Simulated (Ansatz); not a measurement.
# Na₃SF (R-3c) at 2 levels of theory

One geometry, relaxed with PBE; plane waves with PAW potentials in Ansatz, scalar-relativistic. No spin polarisation. Gaps are the least over mesh and band path; pressure is positive in compression.

```
Na S F
1.0
     3.20915    1.85280    5.03409
    -3.20915    1.85280    5.03409
     0.00000   -3.70561    5.03409
Na S F
6 2 2
Direct
  0.81581 0.25000 0.68419
  0.68419 0.81581 0.25000
  0.25000 0.68419 0.81581
  0.18419 0.75000 0.31581
  0.31581 0.18419 0.75000
  0.75000 0.31581 0.18419
  0.75000 0.75000 0.75000
  0.25000 0.25000 0.25000
  0.50000 0.50000 0.50000
  0.00000 0.00000 0.00000
```

```
level  cutoff (eV)  k mesh  gap (eV)  pressure (GPa)
  PBE          420   6×6×6      2.38             0.0
```

Q: What comes out on the same cell with LDA?

A:
```
level  cutoff (eV)  k mesh  gap (eV)  pressure (GPa)
  LDA          420   6×6×6      2.10            -3.6
```

It was reached by relaxing an invented guess, and it needn't be the stable form of this composition.
